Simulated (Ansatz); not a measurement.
W$_{3}$N:
```cif
data_N4W12
_chemical_formula_sum 'N4 W12'
_space_group_name_H-M_alt 'Fm-3m'
_space_group_IT_number 225
_space_group_name_Hall '-F 4 2 3'
_cell_length_a 6.06904
_cell_length_b 6.06904
_cell_length_c 6.06904
_cell_angle_alpha 90.000
_cell_angle_beta 90.000
_cell_angle_gamma 90.000
loop_
_atom_site_label
_atom_site_type_symbol
_atom_site_symmetry_multiplicity
_atom_site_Wyckoff_symbol
_atom_site_fract_x
_atom_site_fract_y
_atom_site_fract_z
_atom_site_occupancy
N1 N 4 a 0.00000 0.00000 0.00000 1
W1 W 4 b 0.50000 0.50000 0.50000 1
W2 W 8 c 0.25000 0.25000 0.25000 1
```
(The calculation used a cell of 4 atoms; values per cell refer to that cell.)

Relaxed with PBEsol.

Q: Decompose the optical modes at the zone centre into irreducible representations, and say which are infrared and Raman allowed.

A: Point group m-3m: Γ_opt = 2T1u + T2g. Infrared: T1u. Raman: T2g.

Q: Assign frequencies (DFPT, PBEsol in the plane-wave PAW code Ansatz).

A: T1u 431i, T2g 110, T1u 150 cm⁻¹.

A made-up cell: these elements were put on the sites of a structure type; neither database checked (COD, Materials Project) lists it. Its standing as an ambient phase is unchecked. The PBEsol relaxation kept the symmetry of its start. At this level the phase is dynamically unstable (imaginary phonons). The run is not spin-polarised. With an odd number of electrons in the cell and no spin polarisation, the count alone makes it a metal. As this level gives no gap, phonon frequencies hold no LO–TO term and depend on the k-mesh and smearing (Fermi–Dirac, 0.1 eV here). Scalar-relativistic: spin–orbit coupling is off unless named, which matters more the heavier the elements.

Potentials: the earlier of the program's two PAW sets. The files were generated under PBE; for other functionals the program regenerates the frozen cores, and for LDA and PBEsol the local potential too.
